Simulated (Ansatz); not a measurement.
S:
```
CELL_PARAMETERS angstrom
      8.38967     0.00000     0.00000
      0.00000    13.42514     0.00000
     -5.09976     0.00000     8.06254
ATOMIC_POSITIONS crystal
  S  0.64531 0.65072 0.32031
  S  0.35469 0.34928 0.67969
  S  0.35469 0.65072 0.17969
  S  0.64531 0.34928 0.82031
  S  0.80684 0.42091 0.33851
  S  0.19316 0.57909 0.66149
  S  0.19316 0.42091 0.16149
  S  0.80684 0.57909 0.83851
  S  0.74340 0.55457 0.21531
  S  0.25660 0.44543 0.78469
  S  0.25660 0.55457 0.28469
  S  0.74340 0.44543 0.71531
  S  0.58566 0.32395 0.20359
  S  0.41434 0.67605 0.79641
  S  0.41434 0.32395 0.29641
  S  0.58566 0.67605 0.70359
  S  0.08274 0.20775 0.87745
  S  0.91726 0.79225 0.12255
  S  0.91726 0.20775 0.62255
  S  0.08274 0.79225 0.37745
  S  0.24657 0.97759 0.01298
  S  0.75343 0.02241 0.98702
  S  0.75343 0.97759 0.48702
  S  0.24657 0.02241 0.51298
  S  0.30582 0.11264 0.94925
  S  0.69418 0.88736 0.05075
  S  0.69418 0.11264 0.55075
  S  0.30582 0.88736 0.44925
  S  0.14517 0.88208 0.81470
  S  0.85483 0.11792 0.18530
  S  0.85483 0.88208 0.68530
  S  0.14517 0.11792 0.31470
```

Relaxed with r²SCAN. Special points in fractions of this cell's reciprocal vectors: Γ (0.000, 0.000, 0.000); Z (0.000, 0.500, 0.000); D (0.000, 0.500, 0.500); B (0.000, 0.000, 0.500); A (-0.500, 0.000, 0.500); E (-0.500, 0.500, 0.500); C2 (-0.500, 0.500, 0.000); Y2 (-0.500, 0.000, 0.000).

Problem. List the band energies nearest the valence-band maximum at these points for DFT-r²SCAN in the program Ansatz with PAW potentials.

Solution. In eV from the valence-band maximum; about four levels below and three above (degenerate sets whole), none deeper than 8.9 eV; points with the same levels are listed once.

```json
[
 {"k": "Γ", "below": "-0.64 -0.60 -0.20 -0.05", "above": "2.67 2.82 2.90"},
 {"k": "Z", "below": "-0.63 -0.56 -0.21 -0.06", "above": "2.81 2.83 2.88"},
 {"k": "D", "below": "-0.53 -0.53 -0.39 -0.39", "above": "2.64 2.64 2.88 2.88"},
 {"k": "B", "below": "-0.52 -0.52 -0.39 -0.39", "above": "2.63 2.63 2.89 2.89"},
 {"k": "A", "below": "-0.54 -0.54 -0.38 -0.38", "above": "2.78 2.78 2.90 2.90"},
 {"k": "E", "below": "-0.53 -0.53 -0.43 -0.43", "above": "2.74 2.74 3.02 3.02"},
 {"k": "C2", "below": "-0.57 -0.51 -0.10 0.00", "above": "2.62 2.80 2.87"},
 {"k": "Y2", "below": "-0.55 -0.51 -0.06 0.00", "above": "2.68 2.72 2.84"}
]
```

Space group P2/c. The workflow started from a Materials Project entry (that database holds measured and hypothetical structures alike); the Crystallography Open Database files this formula in space group No. 13, but the cells were not matched. It is not the phase usual at ambient conditions (space group No. 70). The r²SCAN relaxation kept the symmetry of its start; its stability against distortions is not shown here. A crystal of weakly bound molecules computed without a dispersion correction: the cell and the soft elastic constants depend strongly on that.

Potentials: the later of the program's two PAW sets.
